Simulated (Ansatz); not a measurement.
# Notes on a calculation: zincblende-structured EuBi

Level of theory: DFT, PBE, scalar-relativistic, collinear spin; plane waves to 420 eV with PAW datasets (Ansatz 0.2.0), 8×8×8 k-mesh, Gaussian smearing of 0.05 eV. The datasets are Ansatz's generated set soft_2.

This is a trial structure: such lanthanide and actinide compounds mostly take the rock-salt structure.

Starting cell:

```
Eu Bi
1.0
     0.00000    3.47008    3.47008
     3.47008    0.00000    3.47008
     3.47008    3.47008    0.00000
Eu Bi
1 1
Direct
  0.00000 0.00000 0.00000
  0.25000 0.25000 0.25000
```

Starting moments (μB, in the order of the atoms): 6.0, 0.0.

The first steps of the search for zero pressure:

```tsv
run	level	k-mesh	kind	V (Å³/atom)	P (GPa)	gap on the mesh (eV)	largest moment (μB)
1	PBE	8×8×8	fixed cell	41.78	5.9	metal	6.51
2	PBE	8×8×8	fixed cell	43.43	4.4	metal	6.53
```

(1) At which volume does PBE reach zero pressure?

Answer:

(1) 51.10 Å³/atom, about 22.3 % over the start.

The steps that followed:

```tsv
run	level	k-mesh	kind	V (Å³/atom)	P (GPa)	E − E(final) (meV/atom)	gap on the mesh (eV)	largest moment (μB)
3	PBE	8×8×8	fixed cell	48.64	1.0	7.7	metal	6.59
4	PBE	8×8×8	fixed cell	51.22	0.0	0.0	metal	6.62
5	PBE	8×8×8	fixed cell	51.10	0.0	0.0	metal	6.61
```

The cell is relaxed to zero pressure at this level.

The final structure (symmetry read at 0.01 Å). The structure is cubic, space group F-43m (No. 216). The conventional cell has a = 7.422 Å, b = 7.422 Å, c = 7.422 Å, α = 90.00°, β = 90.00°, γ = 90.00°. Eu (site symmetry -43m) is surrounded by 4 Bi at 3.21 Å. Around Bi (site symmetry -43m) lie 4 Eu at 3.21 Å. (Shells end 15 % past the nearest neighbour.)

```csv
atom,site,symmetry,x,y,z
Eu,4a,-43m,0.0000,0.0000,0.0000
Bi,4d,-43m,0.2500,0.2500,0.7500
```

- Among 5 magnetic starts the lowest energy, to 0.5 meV/atom, came from: antiferromagnetic, doubled cell, propagation vector (0, 1/2, 1/2). The next state (small parallel starting moments) lies 1.2 meV/atom higher.
- At the final geometry the gap, band path included, is zero (metallic) and the site spin moments are Eu 6.61; Bi -0.35 μB.
- The equation of state gives B0 = 19.1 GPa and B0′ = 4.4.
- Against the elements' standard states, run alike and uncorrected, the formation energy is -0.20 eV/atom.
- The runs in the table took roughly 1.7 core-minutes.

Without a U the 4f levels of Eu lie too near the Fermi level, so their share of the states there, and what hangs on it, is overstated. No spin–orbit coupling, a notable omission for heavy elements. Site moments are of spin, integrated over atomic spheres. For an f⁶ shell, the formal count of Eu here, Hund's rules give L = S = 3 and J = 0, a non-magnetic ion. Spin-polarised DFT, with or without U, favours a large spin moment instead, a known failure, so moments and magnetic energies here aren't predictions.
